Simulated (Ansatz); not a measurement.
Bi (A7 (α-As type)), relaxed with LDA (Ansatz, a quantum-chemistry and plane-wave program, plane waves, PAW): a = 4.494 Å, b = 4.494 Å, c = 11.499 Å, α = 90.00°, β = 90.00°, γ = 120.00°.

### Question
The same phase is relaxed and computed with PBEsol in the same code. What is the cell now?

### Answer
a = b = 4.525 Å, c = 11.651 Å, α = β = 90.00°, γ = 120.00°.

All cells were relaxed under the symmetry of their starts (and spin orders); stability against distortions was not tested throughout. Spin–orbit coupling is left out wherever it is not named.

Potentials: the earlier of the program's two PAW sets.

Ansatz is a plane-wave DFT program.
